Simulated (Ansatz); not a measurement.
Here is the system:

AlN:
```cif
data_Al4N4
_chemical_formula_sum 'Al4 N4'
_space_group_name_H-M_alt 'Fm-3m'
_space_group_IT_number 225
_space_group_name_Hall '-F 4 2 3'
_cell_length_a 4.01096
_cell_length_b 4.01096
_cell_length_c 4.01096
_cell_angle_alpha 90.000
_cell_angle_beta 90.000
_cell_angle_gamma 90.000
loop_
_atom_site_label
_atom_site_type_symbol
_atom_site_symmetry_multiplicity
_atom_site_Wyckoff_symbol
_atom_site_fract_x
_atom_site_fract_y
_atom_site_fract_z
_atom_site_occupancy
Al1 Al 4 b 0.50000 0.50000 0.50000 1
N1 N 4 a 0.00000 0.00000 0.00000 1
```
(The calculation used a cell of 2 atoms; values per cell refer to that cell.)

This is the LDA-relaxed structure.

All from the program Ansatz at the LDA level (PAW), unless another level is named. Predict the Young's modulus.

561 GPa.

Next, the highest zone-centre frequency (without LO–TO term)?

477 cm⁻¹.

And the zero-point energy?

92.8 meV/atom.

This is a known high-pressure phase of the composition, computed here at zero pressure and temperature. Symmetry was held in the LDA relaxation; phonons on a q-mesh show no instability.

Potentials: the later of the program's two PAW sets.
